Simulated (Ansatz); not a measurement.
**FeB2: reading a single point**

```xyz
3
Lattice="3.0348 0.0000 0.0000 -1.5174 2.6282 0.0000 0.0000 0.0000 3.0248" Properties=species:S:1:pos:R:3 pbc="T T T"
B    -0.0002    1.7522    1.5124
B     1.5173    0.8760    1.5124
Fe    0.0000    0.0000    0.0000
```

Method: LDA, spin-orbit coupling; PAW, plane waves to 420 eV, 7×7×6 (shifted by 0, 0, 0.5 steps) mesh, gaussian occupations (width 0.0376 eV) (Ansatz 0.2.0), atoms fixed.

Magnetic state (reached from a saved solution, and it need not be the lowest): Fe3 along (0.00, 0.00, 1.00).

**Formation energy.** -0.01 eV an atom against the elements' usual phases (free molecules for gases, crystals otherwise, with no correction for O₂ or N₂), too near zero to call. Relaxing would lower it.
**Moments.** Fe3 1.25 μB of spin moment in Bader basins; net size 1.26 μB a cell.
**Electronic structure.** It is a metal, with about 3.2 states/eV a cell as the mean within 0.25 eV of the Fermi level, mostly Fe d (82 %) and B p (15 %).
**Charges.** Bader charges in e: Fe +0.62, B -0.31. In the mean Fe gives up most and B takes most.
**Stress.** The pressure is -30.2 GPa (compression positive), so with the atoms held at these fractions the cell would first shrink. The principal stresses -31.7, -29.5, -29.5 GPa differ, so its shape would change too.

Origin: a database entry at a rescaled volume. Caveats: the k mesh is coarse if the cell is a metal; atoms or cell far from equilibrium; the SCF threshold is loose for a stress.
